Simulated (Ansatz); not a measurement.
Values for one crystal, relaxed and computed with DFT-r²SCAN in the program Ansatz with PAW potentials; other levels are named.

- Volume per atom: 9.71 Å³
- Band gap: 2.69 eV (smallest direct gap 2.72 eV)
- Conduction-band minimum: at L (3 equivalent valleys)
- Valence-band maximum: on the H–K line, 12 % of the way from H

Task: Pick the material that matches.
A. CoAuO2, P6_3/mmc (Co on 2a, Au on 2c, O on 4f)
B. NiAs2O6, P-31m (Ni on 1a, As on 2d, O on 6k)
C. Al2Se3O12, R-3 (Pearson symbol hR34)
D. Mn2Cr3FeO8, C2/m (Pearson symbol mS28)

Result: B, NiAs2O6, P-31m (Ni on 1a, As on 2d, O on 6k)

The workflow started from a Materials Project entry (that database holds measured and hypothetical structures alike); the Crystallography Open Database copy checked does not list it. Whether it is the stable phase at ambient conditions was not checked. The r²SCAN relaxation kept the symmetry of its start; whether a distortion lowers the energy is not shown. Spin order of the final state: ferromagnetic, chosen from 4 collinear starts compared on coarse meshes (ties went to the first, and starts can fall back to one state), not a proven ground state. Other orbital occupations within this spin state were not tried. No Hubbard U is applied. Scalar-relativistic: spin–orbit coupling is off unless named, which matters more the heavier the elements.

Potentials: the later of the program's two PAW sets.
